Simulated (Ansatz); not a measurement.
Each is relaxed and computed with plane-wave PAW r²SCAN (Ansatz code). Which is the only one with a gap?
A. MgNi3C, anti-perovskite
B. MgB2, P6/mmm (Mg on 1a, B on 2d)
C. Mg6Cu16Si7, Fm-3m (Pearson symbol cF116)
D. MgO, Pm-3n (Mg on 6c, O on 6d)

D, MgO, Pm-3n (Mg on 6c, O on 6d). MgO: gap 3.40 eV (direct); MgB2: metal; Mg6Cu16Si7: metal; MgNi3C: metal. Spin orders computed, not proven ground states: MgNi3C, anti-perovskite ferromagnetic. Not the usual ambient phase: MgO, Pm-3n (Mg on 6c, O on 6d). Standing as an ambient phase not checked: Mg6Cu16Si7, Fm-3m (Pearson symbol cF116); MgNi3C, anti-perovskite. All cells were relaxed under the symmetry of their starts (and spin orders); stability against distortions was not tested throughout. Rows with no word on spin ran without spin polarisation.

Potentials: the later of the program's two PAW sets.
